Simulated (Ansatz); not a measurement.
input.yaml (Ansatz)

```yaml
crystal:
  lattice:
    - [2.3659666632, 0.0, 0.0]
    - [0.0, 2.3659666632, 0.0]
    - [0.0, 0.0, 2.3659666632]
  atoms:
    - { symbol: Cr, position: [0.0, 0.0, 0.0], spin: 1.5 }
hamiltonian:
  xc: blyp
  pseudopotentials:
    kind: paw
    azcp:
      Cr: "pseudopotentials/Cr.paw.azcp"
basis:
  ecutwfc: 420
  fft_grid_basis: typed
kpoints:
  mp_grid: { grid: [22, 22, 22], shift: [0, 0, 0] }
magnetization:
  spin_polarized: true
scf:
  occupations: { method: fermi_dirac, width: 0.05 }
```

Terminal output

```
Engine: ansatz 0.2.0, aarch64-unknown-linux-gnu
Pseudopotentials: kind: paw
Pseudopotential: Cr, paw, valence charge 14, recommended cutoff 420 eV (normal) 
Functional definition: BLYP
  parameter beta = 0.0042
  parameter a = 0.04918
  parameter b = 0.132
  parameter c = 0.2533
  parameter d = 0.349
  exchange = b88_x(beta = beta)
  correlation = lyp_c(a = a, b = b, c = c, d = d)
Crystal: 1 atoms, lattice volume = 13.244 Å³
Basis set: ecut = 420 eV, 251 PW (Γ), exchange–correlation on 32×32×32 points (8 copies of the dense FFT grid, shifted against one another)
Bands: 12, of which v1, the nominal top of the filled ones, is band 7 counted from 1 (6 counted from 0)
Symmetry: 48 space group operations
Space group: Pm-3m (ITA 221), of the structure as read, at distance tolerance 2.4e-5 Å
Magnetic group: BNS 221.92 (UNI 1594), of the structure as read, at distance tolerance 2.4e-5 Å
k-points: 364 of 10648
Non-local potential: Cr, projectors of the file, l = 0: 3, l = 1: 2, l = 2: 3, l = 3: 1
PAW form: soft (Blöchl's): semilocal exchange-correlation on the pseudo side does not see the compensation charge
PAW frozen core: Cr, regenerated for the run's functional, and the local potential with it (the file was generated under x = pbe(κ = 0.804, μ = 0.2195149727645171), c = pbe(β = 0.06672455060314922))
PAW one-centre angular grid: Cr, 590 points (default); XC on 64 Gauss nodes
Initial density: superposition of atomic densities (chi_scale 0.1, normalization cell)
Starting moments: Σ|m| = 1.5 μB on 1 of 1 site
Initial wavefunctions: pseudopotential atomic-orbital guess
Functional: x = b88, c = lyp
SCF iter   1: F=—  HF=-3385.476812 eV  |F-HF|=—  |Δ(HF+E_count)|=         —  Δρ=1.83e-1 (↑1.83e-1 ↓5.70e-2)  dr2=3.41e0  dr2_m=1.26e0  M=0.166 μB ∫|m|=0.166 μB  β_m=0.30  ethr=3.10e-3  ⟨swp⟩=3.6  Hψ=40653  notcnv=0
Mixer restart at iter 1: flushing history
SCF iter   2: F=—  HF=-3384.134814 eV  |F-HF|=—  |Δ(HF+E_count)|=    1.34e0  Δρ=1.09e-1 (↑1.09e-1 ↓4.69e-2)  dr2=9.41e-1  dr2_m=6.00e-1  M=0.173 μB ∫|m|=0.173 μB  β_m=0.50  ethr=3.10e-3  ⟨swp⟩=3.0  Hψ=22438  notcnv=0  defer=169
SCF iter   3: F=—  HF=-3383.714730 eV  |F-HF|=—  |Δ(HF+E_count)|=   4.20e-1  Δρ=2.88e-2 (↑2.88e-2 ↓2.14e-2)  dr2=3.34e-2  dr2_m=6.59e-2  M=0.092 μB ∫|m|=0.092 μB  β_m=0.65  ethr=3.10e-3  ⟨swp⟩=2.2  Hψ=14442  notcnv=0  defer=169
SCF iter   4: F=—  HF=-3383.734513 eV  |F-HF|=—  |Δ(HF+E_count)|=   1.98e-2  Δρ=4.12e-3 (↑1.17e-3 ↓4.12e-3)  dr2=2.27e-3  dr2_m=4.96e-4  M=0.015 μB ∫|m|=0.015 μB  β_m=0.82  ethr=2.39e-4  ⟨swp⟩=2.2  Hψ=19394  notcnv=0  defer=136
SCF iter   5: F=—  HF=-3383.736396 eV  |F-HF|=—  |Δ(HF+E_count)|=   1.88e-3  Δρ=7.07e-4 (↑7.07e-4 ↓6.71e-4)  dr2=1.90e-4  dr2_m=2.02e-7  M=-0.000 μB ∫|m|=0.000 μB  β_m=0.78  ethr=1.62e-5  ⟨swp⟩=2.0  Hψ=14577  notcnv=0  defer=135
SCF iter   6: F=—  HF=-3383.736389 eV  |F-HF|=—  |Δ(HF+E_count)|=   7.01e-6  Δρ=1.89e-4 (↑1.89e-4 ↓7.45e-5)  dr2=1.90e-6  dr2_m=1.70e-6  M=0.001 μB ∫|m|=0.001 μB  β_m=0.89  ethr=1.36e-6  ⟨swp⟩=2.1  Hψ=10496  notcnv=0  defer=135
SCF iter   7: F=—  HF=-3383.736482 eV  |F-HF|=—  |Δ(HF+E_count)|=   9.23e-5  Δρ=8.61e-5 (↑7.59e-5 ↓8.61e-5)  dr2=2.71e-6  dr2_m=6.90e-9  M=-0.000 μB ∫|m|=0.000 μB  β_m=0.75  ethr=1.36e-8  ⟨swp⟩=2.2  Hψ=11742  notcnv=0  defer=135
SCF iter   8: F=—  HF=-3383.736481 eV  |F-HF|=—  |Δ(HF+E_count)|=   6.22e-7  Δρ=7.33e-6 (↑5.60e-6 ↓7.33e-6)  dr2=1.66e-8  dr2_m=4.94e-10  M=-0.000 μB ∫|m|=0.000 μB  β_m=0.87  ethr=1.36e-8  ⟨swp⟩=2.6  Hψ=12332  notcnv=0  defer=135
SCF iter   9: F=—  HF=-3383.736481 eV  |F-HF|=—  |Δ(HF+E_count)|=   5.95e-9  Δρ=1.60e-6 (↑8.42e-7 ↓1.60e-6)  dr2=4.54e-10  dr2_m=7.24e-11  M=-0.000 μB ∫|m|=0.000 μB  β_m=0.94  ethr=1.19e-10  ⟨swp⟩=2.4  Hψ=12340  notcnv=0  defer=135
SCF iter  10: F=-3383.736481 eV  HF=-3383.736481 eV  |F-HF|=9.09e-13  |Δ(HF+E_count)|=  2.90e-10  Δρ=5.87e-8 (↑5.87e-8 ↓4.09e-8)  dr2=4.24e-14  dr2_m=2.68e-13  M=0.000 μB ∫|m|=0.000 μB  ethr=3.24e-12  ⟨swp⟩=1.0  Hψ=24457  notcnv=0
SCF 1 converged in 10 iterations: F = -3383.736481 eV  dr2 = 4.24e-14
WARN: the starting moments were not kept: the SCF closed with an absolute magnetisation of 5.7e-7 μB, where they sum to 1.5 μB in size (1 site). That is at most 0.1 of that sum. Measured as dr2_m measures the in/out step, that magnetisation stands 2.8e-13 eV from none, at or under the dr2_threshold of 1.0e-7 eV: it is no larger than a step whose dr2_m would equal this threshold. The system may hold no moment; this SCF shows only that its start led to no more than that. To try another start: raise the starting moments (crystal.atoms[].spin, magnetization.per_species, magnetization.initial_magnetization, or on a non-collinear deck that types none of these the spinor_matrix: blocks that start its atoms; where the total moment is fixed, keep their sum and leave initial_magnetization as it is; typed ones take the place of any that the run laid by itself, positive ones on a crystal's lanthanoids without a Hubbard term where scf.initial_density.shell_occupations: [] is typed) or, if the notice of its spin-set hold's release reads "site moments contracting" or "site moments show no strong build", lengthen the hold (scf.mixing.spin_hold: { on: { confirm: 4 } }; for m-r²SCAN on two components see the key's manual first). Each may lead to a state that holds a moment. A second SCF, from the converged charge density, with the starting moments and any scf.initial_density.shell_occupations laid on it anew, would have followed, and was not run: the deck does not ask for one (magnetization.retry_lost_moments is false, the default). To let it run, set magnetization.retry_lost_moments: true and run the deck again, where that key's refused combinations let it; where memory then withholds it, that run's warning says so.
SCF converged after 10 iterations
Magnetization: 0.0000 μB (7.0000 up, 7.0000 down)
Absolute magnetization: 0.0000 μB (∫|ρ↑−ρ↓|, with the PAW one-centre terms)
Spin contamination: 0.0000 ħ² per cell (⟨S²⟩ above its minimum at these occupations)
Per-site moments (μB) at R_I (Å): [(4.22132844143923e-7, 0.97596124857)]
Free energy (F): -3383.736481 eV
Harris-Foulkes:  -3383.736481 eV  (|F-HF|=9.09e-13)
Internal energy: -3383.723706 eV  (E = F + TS)
E sigma→0 (E₀):  -3383.730093 eV
Entropy (-TS):   -0.012775 eV (-12.775 meV/atom)
Fermi energy:    17.062616 eV
--- Per-component energies (eV) ---
  E_band       = -173.540065
  E_kinetic    = 344.576430
  E_local      = -1365.378479  (includes V_loc(G=0)·N_el)
  E_nonlocal   = 81.385926
  E_hartree    = 591.701319
  E_xc         = -137.460131
  E_vxc        = -174.816485  (∫ρ·V_xc dr)
  E_paw        = -1206.276428  (= ΣΔE_a)
  E_vpaw       = -242.710390  (= ΣTr[D̂ρ^β])
  E_aug_tail   = 0.000289  (compensation charges beyond the density's cutoff)
  E_ewald      = -1692.287423
  E_core_change = 0.014790  (= ΣΔE_core)
  E_smearing   = -0.012775  (= −TS)
  E_closure    = 0.000000  (closes the sum)
  Σ components = -3383.736481   (vs F -3383.736481, Δ=0.00e0)
```
